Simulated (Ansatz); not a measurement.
Suppose Cs3Ge2S3 takes space group Pm-3m (No. 221), with Cs on 3d; Ge on 1b and 1a; S on 3c.

These are results of Ansatz, DFT PBE, scalar-relativistic, plane waves, PAW, not measurements. Cutoff 420 eV, Γ-centred mesh, Gaussian smearing, no spin polarisation.

Energies over the elements count from the elements' standard structures at the same level, with no fitted energy shifts.

Q: Predict the relaxed structure.

A:

Space group Pm-3m (No. 221). a = 6.572 Å, b = 6.572 Å, c = 6.572 Å, α = 90.00°, β = 90.00°, γ = 90.00°
```
atom  site  symmetry       x       y       z
  Cs    3d    4/mm.m  0.5000  0.0000  0.0000
  Ge    1b      m-3m  0.5000  0.5000  0.5000
  Ge    1a      m-3m  0.0000  0.0000  0.0000
   S    3c    4/mm.m  0.0000  0.5000  0.5000
```

Cs is surrounded by 2 Ge at 3.29 Å and 4 S at 3.29 Å; around Ge on its first site lie 6 S at 3.29 Å (long contacts); Ge on its second site has 6 Cs at 3.29 Å; S is surrounded by 2 Ge at 3.29 Å and 4 Cs at 3.29 Å.

Q: And its energy and gap?

A: The energy over the elements is +0.23 eV/atom and the gap on the 6×6×6 mesh of the 8-atom cell is 0 eV (a metal). A positive value: parting into the elements would lower its energy.

The last run used Gaussian smearing of 0.10 eV. An odd number of electrons in the primitive cell allows no gap without spin; a larger cell or a magnetic state could open one. The cell is a metal run without spin; a magnetic state may lie lower. The reference form of S is held partly by dispersion forces, which this level lacks. Symmetry constrained the relaxation, so the result can be a saddle point.
